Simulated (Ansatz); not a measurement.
VGe3 (A15 (Cr3Si type), Pm-3n), plane-wave PAW r²SCAN (Ansatz code), all energies at zero smearing, with the estimated change up to a 700 eV cutoff added, with one set of potentials and settings (totals compare only within such a set). Cell of 8 atoms (6 Ge, 2 V): -31649.450 eV.

| element | reference phase | E (eV/atom) |
|---|---|---|
| Ge | Fd-3m, 2 atoms in the cell | -4302.9041 |
| V | Im-3m, 1 atoms in the cell | -2917.0669 |

Formation energy per atom, worked out: (-31649.450 − 6×(-4302.9041) − 2×(-2917.0669))/8 = 0.264 eV/atom (25 kJ per mol of atoms), at 0 K, without zero-point energy or fitted corrections.

The workflow started from an entry of the Crystallography Open Database (COD). Whether it is the stable phase at ambient conditions was not checked. The cell was relaxed with r²SCAN under the symmetry of its start; its stability against distortions is not shown here. Spin order of the final state: ferromagnetic, chosen from 5 collinear starts compared on coarse meshes (ties went to the first, and starts can fall back to one state), not a proven ground state. The volume moved by 20 % from the start of the relaxation. Its formation energy is positive at this level, so the cell may be metastable or incomplete. Other orbital occupations within this spin state were not tried. The references are the lowest solids computed at this level, not always the standard phases.

Potentials: the later of the program's two PAW sets.
